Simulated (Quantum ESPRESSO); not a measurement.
# Kohn-Sham bands of BN (zinc blende)

```yaml
crystal:
  lattice:
    - [0.00000, 1.81300, 1.81300]
    - [1.81300, 0.00000, 1.81300]
    - [1.81300, 1.81300, 0.00000]
  atoms:
    - { symbol: B, position: [0.00000, 0.00000, 0.00000] }
    - { symbol: N, position: [0.25000, 0.25000, 0.25000] }
```

Structure: Materials Project mp-1639, symmetrised, not relaxed again. COD (Crystallography Open Database) has the formula in 3 space groups, this one among them (matched by group alone). Computed values, not measurements, from LDA: Quantum ESPRESSO (norm-conserving PseudoDojo potentials, cutoff 68 Ry, no spin polarisation, no spin-orbit coupling) on a Γ-centred 12×12×12 mesh, then Wannier90. Density: 14×14×14 mesh, cold smearing 0.01 Ry.

Energies are relative to the valence-band maximum; weights are on the orthonormalised atomic waves of the pseudopotential files, averaged over the group. 8 electrons a cell are treated as valence.

Problem. Into which isolated groups do the bands fall, where do they lie and what are they made of?

Solution. 
```json
[
 {"bands": "1", "from (eV)": "-19.96", "to (eV)": "-14.02", "filling": "filled", "weight on atomic waves": "N 2s 51 %, B 2p 32 %, B 2s 12 %"},
 {"bands": "2–4", "from (eV)": "-10.63", "to (eV)": "0.00", "filling": "filled", "weight on atomic waves": "N 2p 68 %, B 2p 23 %, B 2s 6 %"},
 {"bands": "5–8", "from (eV)": "4.40", "to (eV)": "17.56", "filling": "empty", "weight on atomic waves": "B 2p 45 %, N 2p 20 %, B 2s 15 %"}
]
```

The Kohn-Sham gap over both meshes and the path is 4.40 eV.
